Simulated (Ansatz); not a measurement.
Sc (hcp, Mg type)

Space group P6₃/mmc (No. 194); a = b = 3.331 Å, c = 5.194 Å, α = β = 90.00°, γ = 120.00°

```json
[
 {"atom": "Sc", "site": "2d", "symmetry": "-6m2", "x": "0.6667", "y": "0.3333", "z": "0.2500"}
]
```

The volume is varied about the relaxed value V₀ at fixed cell shape. Symmetry pins the atoms to their sites.

The numbers are results of r2SCAN (plane waves to 500 eV, PAW, scalar-relativistic; Ansatz, a quantum-chemistry and plane-wave program), not measurements. k mesh 16×16×9 (Γ-centred), Fermi-Dirac smearing 0.05 eV. E stands for the smeared free energy. Stress and pressure are positive under compression. With the shape held, the modulus is that of even scaling; a crystal free to change shape is softer. Sc is run without spin polarisation. Sc was relaxed with its symmetry unable to fall. The PAW data are Ansatz's earlier set. The zero of ΔE is the relaxed starting cell.

The scan covers V/V₀ from 0.940 to 1.060 in 11 points.

Problem. What is ΔE at V/V₀ = 1.060?

Solution. 14 meV/atom.

Problem. What is ΔE at V/V₀ = 0.940?

Solution. 17 meV/atom.

Problem. What pressure does the cell carry at V/V₀ = 0.940?

Solution. 3.8 GPa.

(A scan under strain: stresses follow from slopes of the energy per volume, elastic moduli from its curvatures.)
